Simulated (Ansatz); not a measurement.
TaRe3:
```
CELL_PARAMETERS angstrom
     -1.97084     1.97084     3.95248
      1.97084    -1.97084     3.95248
      1.97084     1.97084    -3.95248
ATOMIC_POSITIONS crystal
  Re 0.50000 0.50000 0.00000
  Re 0.75000 0.25000 0.50000
  Re 0.25000 0.75000 0.50000
  Ta 0.00000 0.00000 0.00000
```

Relaxed with PBEsol. Special points in fractions of this cell's reciprocal vectors: Γ (0.000, 0.000, 0.000); X (0.000, 0.000, 0.500); P (0.250, 0.250, 0.250); N (0.000, 0.500, 0.000); M (0.500, 0.500, -0.500); S (0.312, 0.688, -0.312); S0 (-0.312, 0.312, 0.312); R (-0.124, 0.124, 0.500); G (0.500, 0.500, -0.124).

Q: List the band energies nearest the Fermi level at these points for PBEsol with spin–orbit coupling in the plane-wave PAW code Ansatz.

A: In eV from the Fermi level; about four levels below and three above (degenerate sets whole), none deeper than 8.9 eV; points with the same levels are listed once.

```json
[
 {"k": "Γ", "below": "-1.17 -1.17 -0.81 -0.81", "above": "0.29 0.29 0.85 0.85"},
 {"k": "X", "below": "-0.94 -0.94 -0.20 -0.20", "above": "0.37 0.37 0.61 0.61"},
 {"k": "P", "below": "-0.52 -0.52 -0.21 -0.21", "above": "2.70 2.70 3.72 3.72"},
 {"k": "N", "below": "-2.04 -2.04 -1.31 -1.31", "above": "0.38 0.38 0.58 0.58"},
 {"k": "M", "below": "-1.22 -1.22 -0.50 -0.50", "above": "0.46 0.46 0.76 0.76"},
 {"k": "S", "below": "-1.33 -1.33 -0.69 -0.69", "above": "0.05 0.05 0.48 0.48"},
 {"k": "R", "below": "-0.70 -0.70 -0.25 -0.25", "above": "0.82 0.82 1.43 1.43"}
]
```

Space group I4/mmm. A made-up cell: these elements were put on the sites of a structure type; neither database checked (COD, Materials Project) lists it. Whether it is the stable phase at ambient conditions was not checked. Symmetry was held in the PBEsol relaxation; whether a distortion lowers the energy is not shown. The run is not spin-polarised.

Potentials: the earlier of the program's two PAW sets. The files were generated under PBE; for other functionals the program regenerates the frozen cores, and for LDA and PBEsol the local potential too.
